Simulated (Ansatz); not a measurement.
NbC₂:
```cif
data_C4Nb2
_chemical_formula_sum 'Nb2 C4'
_space_group_name_H-M_alt 'I4/mmm'
_space_group_IT_number 139
_space_group_name_Hall '-I 4 2'
_cell_length_a 3.20331
_cell_length_b 3.20331
_cell_length_c 5.87376
_cell_angle_alpha 90.000
_cell_angle_beta 90.000
_cell_angle_gamma 90.000
loop_
_atom_site_label
_atom_site_type_symbol
_atom_site_symmetry_multiplicity
_atom_site_Wyckoff_symbol
_atom_site_fract_x
_atom_site_fract_y
_atom_site_fract_z
_atom_site_occupancy
Nb1 Nb 2 a 0.00000 0.00000 0.00000 1
C1 C 4 e 0.00000 0.00000 0.38492 1
```
(The calculation used a cell of 3 atoms; values per cell refer to that cell.)

Relaxed with r²SCAN.

Which orbitals make up the states near the Fermi level in the program Ansatz at the r²SCAN level (PAW)?

Within 0.5 eV of the Fermi level: Nb 4d 68 %, C 2p 27 %. Projections are on Löwdin-orthogonalised atomic valence shells; empty p or d shells of many metals are not among them.

Tabulate the density of states.

States/eV per cell of 3 atoms, in 0.25 eV bins, energy from the Fermi level.

| E (eV) | total | Nb 4d | C 2p | C 2s |
|---|---|---|---|---|
| -7.85 | 0.47 | 0.09 | 0.26 | 0.08 |
| -7.60 | 0.62 | 0.14 | 0.35 | 0.10 |
| -7.35 | 0.98 | 0.24 | 0.54 | 0.14 |
| -7.10 | 1.32 | 0.31 | 0.76 | 0.18 |
| -6.85 | 1.88 | 0.41 | 1.21 | 0.16 |
| -6.60 | 2.43 | 0.66 | 1.61 | 0.09 |
| -6.35 | 2.45 | 0.66 | 1.63 | 0.08 |
| -6.10 | 1.91 | 0.57 | 1.20 | 0.08 |
| -5.85 | 1.68 | 0.51 | 1.03 | 0.09 |
| -5.60 | 1.41 | 0.42 | 0.87 | 0.08 |
| -5.35 | 1.31 | 0.36 | 0.82 | 0.09 |
| -5.10 | 1.34 | 0.35 | 0.86 | 0.10 |
| -4.85 | 1.24 | 0.28 | 0.82 | 0.10 |
| -4.60 | 1.35 | 0.27 | 0.91 | 0.12 |
| -4.35 | 1.21 | 0.25 | 0.80 | 0.12 |
| -4.10 | 1.16 | 0.24 | 0.76 | 0.12 |
| -3.85 | 1.03 | 0.22 | 0.66 | 0.11 |
| -3.60 | 0.74 | 0.21 | 0.44 | 0.07 |
| -3.35 | 0.64 | 0.23 | 0.33 | 0.06 |
| -3.10 | 0.59 | 0.25 | 0.28 | 0.05 |
| -2.85 | 0.58 | 0.30 | 0.24 | 0.04 |
| -2.60 | 0.61 | 0.35 | 0.22 | 0.03 |
| -2.35 | 0.64 | 0.37 | 0.22 | 0.03 |
| -2.10 | 0.69 | 0.41 | 0.24 | 0.03 |
| -1.85 | 0.74 | 0.44 | 0.25 | 0.04 |
| -1.60 | 0.80 | 0.48 | 0.27 | 0.04 |
| -1.35 | 0.86 | 0.53 | 0.28 | 0.04 |
| -1.10 | 0.93 | 0.58 | 0.29 | 0.04 |
| -0.85 | 1.01 | 0.65 | 0.31 | 0.04 |
| -0.60 | 1.14 | 0.74 | 0.34 | 0.04 |
| -0.35 | 1.17 | 0.77 | 0.34 | 0.04 |
| -0.10 | 1.21 | 0.81 | 0.34 | 0.04 |
| 0.15 | 1.30 | 0.88 | 0.35 | 0.04 |
| 0.40 | 1.46 | 1.04 | 0.35 | 0.04 |
| 0.65 | 1.54 | 1.14 | 0.33 | 0.04 |
| 0.90 | 1.65 | 1.27 | 0.31 | 0.03 |
| 1.15 | 1.40 | 1.09 | 0.25 | 0.03 |
| 1.40 | 1.25 | 0.96 | 0.21 | 0.04 |
| 1.65 | 1.06 | 0.80 | 0.20 | 0.03 |
| 1.90 | 1.35 | 1.00 | 0.29 | 0.03 |
| 2.15 | 1.81 | 1.07 | 0.62 | 0.05 |
| 2.40 | 1.93 | 1.12 | 0.67 | 0.07 |
| 2.65 | 2.02 | 1.25 | 0.61 | 0.09 |
| 2.90 | 1.68 | 0.88 | 0.60 | 0.13 |
| 3.15 | 1.69 | 0.85 | 0.62 | 0.15 |
| 3.40 | 1.55 | 0.75 | 0.57 | 0.13 |
| 3.65 | 1.64 | 0.79 | 0.60 | 0.15 |
| 3.90 | 1.40 | 0.66 | 0.52 | 0.13 |
| 4.15 | 1.19 | 0.55 | 0.46 | 0.11 |
| 4.40 | 1.41 | 0.64 | 0.53 | 0.16 |
| 4.65 | 1.42 | 0.64 | 0.52 | 0.17 |

The start of the workflow was typed in or built on a structure type; neither database checked (COD, Materials Project) lists it. Whether it is the stable phase at ambient conditions was not checked. The r²SCAN relaxation kept the symmetry of its start; whether a distortion lowers the energy is not shown. The run is not spin-polarised. The volume moved by -28 % from the start of the relaxation. Its formation energy is positive at this level, so the cell may be metastable or incomplete. Scalar-relativistic: spin–orbit coupling is off unless named, which matters more the heavier the elements.

Potentials: the later of the program's two PAW sets.
